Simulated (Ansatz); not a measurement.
Consider the following.

Ti:
```cif
data_Ti2
_chemical_formula_sum 'Ti2'
_space_group_name_H-M_alt 'P 1'
_space_group_IT_number 1
_cell_length_a 2.86485
_cell_length_b 2.86485
_cell_length_c 4.53043
_cell_angle_alpha 90.000
_cell_angle_beta 90.000
_cell_angle_gamma 120.000
loop_
_space_group_symop_operation_xyz
  'x, y, z'
loop_
_atom_site_label
_atom_site_type_symbol
_atom_site_fract_x
_atom_site_fract_y
_atom_site_fract_z
_atom_site_occupancy
Ti1 Ti 0.33333 0.66667 0.25000 1
Ti2 Ti 0.66667 0.33333 0.75000 1
```

This is the LDA-relaxed structure.

**Question.** All from LDA (plane waves, PAW; program Ansatz), unless another level is named. Predict the highest zone-centre frequency.

**Answer.** 215 cm⁻¹.

**Question.** Predict the Debye temperature from the elastic constants.

**Answer.** 348 K.

Space group P6_3/mmc (hcp (Mg type)). The cell was relaxed with LDA under the symmetry of its start. The run is not spin-polarised. As this level gives no gap, shear constants depend on the k-mesh and smearing (Fermi–Dirac, 0.1 eV here). As this level gives no gap, phonon frequencies hold no LO–TO term and depend on the k-mesh and smearing (Fermi–Dirac, 0.1 eV here).

Potentials: the earlier of the program's two PAW sets. The files were generated under PBE; for other functionals the program regenerates the frozen cores, and for LDA and PBEsol the local potential too.
